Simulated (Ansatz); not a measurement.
TlBr:
```
TlBr
1.0
    2.39576     1.38319     3.91409
   -2.39576     1.38319     3.91409
    0.00000    -2.76639     3.91409
Tl Br
1 1
Direct
  0.00000   0.00000   0.00000
  0.50000   0.50000   0.50000
```

x, y and z are the axes in which the lattice vectors are written.

**Question.** Give the high-frequency dielectric tensor and the Born effective charge tensors of the independent atoms from DFPT, the program Ansatz at the PBE+D3(BJ) level (PAW).

**Answer.** 
ε∞:
```
4.61  0.00  0.00
0.00  4.61  0.00
0.00  0.00  4.62
```
Z* of atom 1 (Tl), rows: field, columns: displacement, in e:
```
1.86  0.00  0.00
0.00  1.86  0.00
0.00  0.00  1.86
```
Z* of atom 2 (Br), rows: field, columns: displacement, in e:
```
-1.86   0.00   0.00
 0.00  -1.86   0.00
 0.00   0.00  -1.86
```

Static charges for comparison (Bader): Tl1 +0.66, Br2 -0.66 e. Born charges measure polarisation by displacement and can exceed these by far.

Space group Fm-3m (rock salt). The cell is a constructed one: a structure type filled with these elements; the Crystallography Open Database copy checked does not list it. COD files the formula under space group No. 221. Its standing as an ambient phase is unchecked. The PBE+D3(BJ) relaxation kept the symmetry of its start; whether a distortion lowers the energy is not shown. Scalar-relativistic: spin–orbit coupling is off unless named, which matters more the heavier the elements.

Potentials: the later of the program's two PAW sets.
